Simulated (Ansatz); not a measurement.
ZnIn₂O₄:
```cif
data_In2O4Zn
_chemical_formula_sum 'In2 Zn1 O4'
_space_group_name_H-M_alt 'P 1'
_space_group_IT_number 1
_cell_length_a 6.01354
_cell_length_b 6.01354
_cell_length_c 6.01354
_cell_angle_alpha 134.030
_cell_angle_beta 134.030
_cell_angle_gamma 67.041
loop_
_space_group_symop_operation_xyz
  'x, y, z'
loop_
_atom_site_label
_atom_site_type_symbol
_atom_site_fract_x
_atom_site_fract_y
_atom_site_fract_z
_atom_site_occupancy
In1 In 0.50000 0.50000 0.00000 1
In2 In 0.25000 0.75000 0.50000 1
Zn1 Zn 0.00000 0.00000 0.00000 1
O1 O 0.33504 0.85327 0.96228 1
O2 O 0.89099 0.37277 0.03772 1
O3 O 0.14673 0.10901 0.48177 1
O4 O 0.62723 0.66496 0.51823 1
```

Relaxed with PBEsol.

### Question
Give the optical modes at the zone centre with their infrared activity from DFPT, the program Ansatz at the PBEsol level (PAW).

### Answer
Transverse frequencies, without the LO–TO term; a row sums one degenerate level.

| ω (cm⁻¹) | degeneracy | IR ((D/Å)²/amu) | activity | symmetry |
|---|---|---|---|---|
| 103 | 2 | 0.87 | IR | E |
| 117 | 1 | 0.03 | IR | B |
| 144 | 2 | 2.42 | IR | E |
| 205 | 1 | 2.19 | IR | B |
| 283 | 2 | 6.70 | IR | E |
| 286 | 1 | 0.00 | IR-inactive | A |
| 314 | 1 | 6.30 | IR | B |
| 460 | 2 | 42.43 | IR | E |
| 508 | 1 | 2.45 | IR | B |
| 534 | 1 | 0.00 | IR-inactive | A |
| 544 | 2 | 5.74 | IR | E |
| 546 | 1 | 18.96 | IR | B |
| 603 | 1 | 0.00 | IR-inactive | A |

### Question
How high does the top mode go among those that the LO–TO term moves?

### Answer
581 cm⁻¹ for q along x, 581 cm⁻¹ for q along y, 626 cm⁻¹ for q along z.

Space group I-4. The cell is a constructed one: a structure type filled with these elements; neither database checked (COD, Materials Project) lists it. Whether it is the stable phase at ambient conditions was not checked. The cell was relaxed with PBEsol under the symmetry of its start; its stability against distortions is not shown here.

Potentials: the earlier of the program's two PAW sets. The files were generated under PBE; for other functionals the program regenerates the frozen cores, and for LDA and PBEsol the local potential too.
